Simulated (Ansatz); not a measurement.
Relaxed-ion elastic tensor of Ga in space group Pm-3m (No. 221; Ga on 1b) in GPa (Voigt order), PBE in the plane-wave PAW code Ansatz; density 5.73 g/cm³, 20.19 Å³ per atom.

```
98.9  17.9  17.9   0.0   0.0   0.0
17.9  98.9  17.9   0.0   0.0   0.0
17.9  17.9  98.9   0.0   0.0   0.0
 0.0   0.0   0.0  -9.4   0.0   0.0
 0.0   0.0   0.0   0.0  -9.4   0.0
 0.0   0.0   0.0   0.0   0.0  -9.4
```

Question: Is the crystal mechanically stable?

Answer: No: the smallest eigenvalue of C is -9.4 GPa.

The cell is a constructed one: a structure type filled with these elements; neither database checked (COD, Materials Project) lists it. It is not the phase usual at ambient conditions (space group No. 64). The cell was relaxed with PBE under the symmetry of its start. At this level the phase is mechanically unstable. As this level gives no gap, shear constants depend on the k-mesh and smearing (Fermi–Dirac, 0.1 eV here).

Potentials: the later of the program's two PAW sets.
